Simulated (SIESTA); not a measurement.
# Moving the starting magnetic order in CsLiCr2Te2S3

```cif
data_structure
_symmetry_space_group_name_H-M 'C2/m'
_symmetry_Int_Tables_number 12
_cell_length_a 14.5792
_cell_length_b 4.2087
_cell_length_c 7.7091
_cell_angle_alpha 90.000
_cell_angle_beta 109.044
_cell_angle_gamma 90.000
_cell_volume 447.13
loop_
_atom_site_label
_atom_site_type_symbol
_atom_site_symmetry_multiplicity
_atom_site_Wyckoff_symbol
_atom_site_fract_x
_atom_site_fract_y
_atom_site_fract_z
_atom_site_occupancy
Cs1 Cs 2 b 0.00000 0.50000 0.00000 1
Li1 Li 2 c 0.00000 0.00000 0.50000 1
Cr1 Cr 4 i 0.82870 0.50000 0.43300 1
Te1 Te 4 i 0.80672 0.00000 0.17427 1
S1 S 4 i 0.66358 0.50000 0.39713 1
S2 S 2 d 0.00000 0.50000 0.50000 1
```

The cell comes from a database or a generator and needn't be the stable form of this composition.

Kept alike: task single point; functional PBE; k mesh 7 × 7 × 4; occupations fermi-dirac, width 0.05 eV. Program: SIESTA, files PseudoDojo sr-pbe-0.4.1-standard, DZP (energy shift 0.003 Ry; two zetas on semicore shells; d shell added on Cs). The mesh is that of the run's cell of 9 atoms. No spin-orbit coupling.

| starting magnetic order | largest site moment (μB) | moment of the cell (μB) | free energy over the lowest row (meV/atom) |
| --- | --- | --- | --- |
| afm | 3.32 | 0.00 | 3.02 |
| ferri | 3.32 | 0.00 | 3.02 |
| fm | 3.29 | 5.28 | 0.00 |
| fm_larger | 3.29 | 5.28 | 0.00 |
| nm | 0.00 | 0.00 | 238.58 |

For a metal such a mesh leaves the last digits unconverged. Moments of the cell are magnitudes, and a label names the start alone. The runs hold the magnetic state that their start led to, which needn't be the lowest. Site moments are Mulliken populations, which hang on the basis.

Problem. What does the starting magnetic order change here?

Solution. The largest site moment runs from 0.00 (nm) to 3.32 μB (afm; ferri). The moment of the cell runs from 0.00 (afm; ferri; nm) to 5.28 μB (fm; fm_larger). The free energy is lowest at fm; fm_larger, and 238.58 meV an atom higher at nm. Starts that end at one energy have found one state: afm; ferri | fm; fm_larger.
